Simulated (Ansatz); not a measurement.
AlPt$_{3}$C (anti-perovskite, Pm-3m) at seven volumes, the program Ansatz at the r²SCAN level (PAW), scaled uniformly. One row is withheld.

```tsv
V (Å³/atom)	P (GPa)
13.028	26.28
13.457	15.95
13.887	?
14.316	0.00
14.746	-6.09
15.175	-11.19
15.605	-15.44
```

Problem. Fit the shown pressures and predict the withheld one.

Solution. Third-order Birch–Murnaghan: P = (3/2)B₀(x^(7/2) − x^(5/2))[1 + (3/4)(B′ − 4)(x − 1)] with x = (V₀/V)^(2/3). Least squares on the six rows gives V₀ = 14.316 Å³/atom, B₀ = 221.2 GPa, B′ = 4.89. At V = 13.887, x = 1.0205 and P = 7.25 GPa. The run itself gave 7.27 GPa.

The start of the workflow was typed in or built on a structure type; neither database checked (COD, Materials Project) lists it. Its standing as an ambient phase is unchecked. The cell was relaxed with r²SCAN under the symmetry of its start; its stability against distortions is not shown here. The run is not spin-polarised. Its formation energy is positive at this level, so the cell may be metastable or incomplete. Scalar-relativistic: spin–orbit coupling is off unless named, which matters more the heavier the elements.

Potentials: the earlier of the program's two PAW sets.
